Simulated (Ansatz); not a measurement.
GePd (CsCl type), relaxed with r²SCAN (Ansatz, a first-principles code, plane waves, PAW): a = 3.140 Å, b = 3.140 Å, c = 3.140 Å, α = 90.00°, β = 90.00°, γ = 90.00°.

| Quantity | Result |
|---|---|
| ΔH_f (eV/atom) | -0.16 |
| B₀ by P(V) fit (GPa) | 132 |

**Question.** The same phase is relaxed and computed with PBE in the same code. What are the cell and these values now?

**Answer.** a = b = c = 3.175 Å, α = β = γ = 90.00°.

* **ΔH_f (eV/atom)**: -0.25
* **B₀ by P(V) fit (GPa)**: 117

Constructed cells (a structure type filled with these elements, in neither database checked): GePd, CsCl type. All cells were relaxed under the symmetry of their starts (and spin orders); stability against distortions was not tested throughout. Rows with no word on spin ran without spin polarisation. Scalar-relativistic: spin–orbit coupling is off unless named, which matters more the heavier the elements.

Potentials: the later of the program's two PAW sets.

Ansatz is a plane-wave DFT program.

Formation energies count from the lowest solids of the elements computed at the same level, not from gases.
